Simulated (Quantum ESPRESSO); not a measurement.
# One change at a time to Ga2InIr4Os

All numbers below are calculated, not measured. They come from Quantum ESPRESSO 7.5, a public plane-wave density functional program. Each row is one single-point run on a made-up periodic cell of eight metal atoms, with elements, volume, strain and displacements drawn at random and not relaxed, so a cell may be unstable or far from any real phase. There is no spin polarisation or spin-orbit coupling.

Settings: PBE unless stated; PseudoDojo standard norm-conserving files; Fermi-Dirac width 0.25 eV, which means electrons at about 2900 K; cutoff 1088 eV; 8 x 4 x 4 k mesh shifted half a step off Gamma. E is the free energy of the whole cell (internal energy minus TS), so a -TS column is already part of it. Stress is positive in tension, and the pressure P is minus a third of its trace.

Checks: one run of this series was repeated at a higher cutoff and on a denser mesh, which moved values by no more than 0.004 eV, 0.07 GPa and 0.018 eV/Å, and a second program with other atomic files agreed on it to 2 % rms in force and 0.5 GPa in pressure. Known limits: heavy elements are run without spin-orbit coupling, which real alloys of them have; a spin test at this wide smearing found no moment, but such smearing suppresses magnetism that the real alloy may have.

The lattice is face-centred cubic, and the cell vectors in Å are (0.060, 2.036, 2.077); (-4.046, 3.985, -4.187); (-4.051, -4.107, 4.069), a volume of 136.02 Å³ in run 1. The elements on sites 1 to 8 are Ir Ir Ir Ga Ir In Ga Os. Each later run makes one change to run 1 and keeps the rest. E is counted from run 1, and is n/a where other atomic files have another zero of energy.

| run | change | V (Å³) | P (GPa) | -TS (eV) | rms force (eV/Å) | largest change of a force component (eV/Å) | E (eV) |
|---|---|---|---|---|---|---|---|
| 1 | none | 136.02 | -15.83 | -1.528 | 0.791 | 0.000 | 0.000 |
| 2 | sites 5 and 8 exchanged | 136.02 | -15.69 | -1.542 | 0.721 | 0.804 | 0.056 |
| 3 | all lengths scaled by +0.79 % | 139.27 | -18.70 | -1.583 | 0.758 | 0.121 | ? |
| 4 | LDA in place of PBE | 136.02 | -26.72 | -1.543 | 0.775 | 0.149 | n/a |
| 5 | Zr on site 1 | 136.02 | -5.07 | -1.310 | 0.806 | 1.343 | n/a |
| 6 | site 7 moved by +0.14 Å along x | 136.02 | -15.25 | -1.512 | 0.779 | 0.508 | -0.071 |

## Worked estimate

Along a uniform scaling dE = -P dV. The mean of the two pressures is -17.265 GPa and the volume changes by 3.25 Å³, with 160.2 GPa to one eV/Å³. The same two rows give -V dP/dV = 122 GPa for this cell with clamped atoms, which is not the bulk modulus of a real alloy.

## Withheld value

Question: what E should run 3 give?

The estimate is 0.350 eV. The calculation gave 0.351 eV.
